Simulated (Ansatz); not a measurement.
Ti:
Space group P6/mmm (No. 191); a = b = 4.569 Å, c = 2.825 Å, α = β = 90.00°, γ = 120.00°

| atom | site | symmetry | x | y | z |
|---|---|---|---|---|---|
| Ti | 1a | 6/mmm | 0.0000 | 0.0000 | 0.0000 |
| Ti | 2d | -6m2 | 0.3333 | 0.6667 | 0.5000 |

Relaxed at zero pressure with r²SCAN in the plane-wave PAW code Ansatz.

### Question
The volume is lowered by 6 % and shape and atoms relax at that volume. What pressure results, and how do the axes share the change?

### Answer
8.1 GPa; a -2.1 %, b -2.1 %, c -1.8 %; the energy rises by 25 meV/atom.

### Question
Give the new structure.

### Answer

Space group P6/mmm (No. 191); a = 4.471 Å, b = 4.471 Å, c = 2.773 Å, α = 90.00°, β = 90.00°, γ = 120.00°

```csv
atom,site,symmetry,x,y,z
Ti,1a,6/mmm,0.0000,0.0000,0.0000
Ti,2d,-6m2,0.3333,0.6667,0.5000
```

The phase is kept; no other phase was compared at this pressure.

This is a known high-pressure phase of the composition, computed here at zero pressure and temperature. Symmetry was held in the r²SCAN relaxation; whether a distortion lowers the energy is not shown. The run is not spin-polarised. Axis ratios of metals converge slowly with the k-mesh, so a and c are less sure than the volume.

Potentials: the earlier of the program's two PAW sets. The files were generated under PBE; for other functionals the program regenerates the frozen cores, and for LDA and PBEsol the local potential too.
